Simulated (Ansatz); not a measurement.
TePd:
```
CELL_PARAMETERS angstrom
      4.15725     0.00000     0.00000
     -2.07862     3.60028     0.00000
      0.00000     0.00000     5.61539
ATOMIC_POSITIONS crystal
  Te 0.33333 0.66667 0.25000
  Te 0.66667 0.33333 0.75000
  Pd 0.00000 0.00000 0.00000
  Pd 0.00000 0.00000 0.50000
```

Relaxed with PBEsol. Special points in fractions of this cell's reciprocal vectors: Γ (0.000, 0.000, 0.000); M (0.500, 0.000, 0.000); K (0.333, 0.333, 0.000); A (0.000, 0.000, 0.500); L (0.500, 0.000, 0.500); H (0.333, 0.333, 0.500).

Question: List the band energies nearest the Fermi level at these points for DFT-PBEsol with spin–orbit coupling in the program Ansatz with PAW potentials.

Answer: In eV from the Fermi level; about four levels below and three above (degenerate sets whole), none deeper than 8.9 eV; points with the same levels are listed once.

```
k                    below                above
-  -----------------------  -------------------
Γ  -0.82 -0.82 -0.20 -0.20  0.59 0.59 1.63 1.63
M  -2.12 -2.12 -1.56 -1.56  0.86 0.86 2.23 2.23
K  -0.52 -0.52 -0.47 -0.47  3.08 3.08 5.83 5.83
A  -1.88 -1.88 -1.88 -1.88  0.63 0.63 0.63 0.63
L  -0.49 -0.49 -0.49 -0.49  0.44 0.44 0.44 0.44
H  -2.06 -2.06 -1.91 -1.91  1.99 1.99 2.19 2.19
```

Space group P6_3/mmc (NiAs type). The first step of the workflow began from a Materials Project structure, measured or hypothetical; the Crystallography Open Database files this formula in space group No. 194, but the cells were not matched. Whether it is the stable phase at ambient conditions was not checked. The PBEsol relaxation kept the symmetry of its start; whether a distortion lowers the energy is not shown. The run is not spin-polarised.

Potentials: the later of the program's two PAW sets.
